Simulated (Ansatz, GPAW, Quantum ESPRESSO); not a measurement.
## Sn3Te: 6 runs at one level of theory

```
Te Sn
1.0
     4.86562    0.00000    0.00000
     0.00000    4.86562    0.00000
     0.00000    0.00000    4.86562
Te Sn
1 3
Direct
  0.00000 0.00000 0.00000
  0.00000 0.50000 0.50000
  0.50000 0.00000 0.50000
  0.50000 0.50000 0.00000
```

The cell comes from a database or a generator and needn't be the stable form of this composition.

Alike in all runs: task band structure; functional PBEsol; k mesh 6 × 6 × 6; occupations fermi-dirac, width 0.05 eV; no spin polarisation; no spin-orbit coupling. Pressure is positive in compression and, in plane waves, holds the error of the finite cutoff, which Ansatz's Pulay term estimates and takes out.

| program and potentials | plane-wave cutoff (eV) | notes | pressure (GPa) |
| --- | --- | --- | --- |
| Ansatz, all-electron LAPW, scalar-relativistic | - | - | -2.35 |
| Ansatz, PseudoDojo stringent (PBEsol files) | 1388 | 22.5 valence electrons an atom on average; Pulay term of +0.02 GPa included | -2.25 |
| Ansatz, PseudoDojo standard (PBEsol files) | 1120 | 14.5 valence electrons an atom on average | -2.41 |
| Ansatz, Ansatz PAW (files of its older set among them) | 640 | potentials made for PBE, which Ansatz adapts in part; 20.5 valence electrons an atom on average | -2.35 |
| GPAW, PAW data sets generated for this functional | 600 | 12 valence electrons an atom on average | -2.60 |
| Quantum ESPRESSO, GBRV 1.5 PBEsol | 925 | 12 valence electrons an atom on average | -2.62 |

The pressure spans -2.62 (Quantum ESPRESSO, GBRV 1.5 PBEsol) to -2.25 GPa (Ansatz, PseudoDojo stringent (PBEsol files)), with all-electron results at -2.35.

The functional is the same throughout but for its coding, so the spread measures potentials, basis and numerics; runs on potential files found faulty are left out.
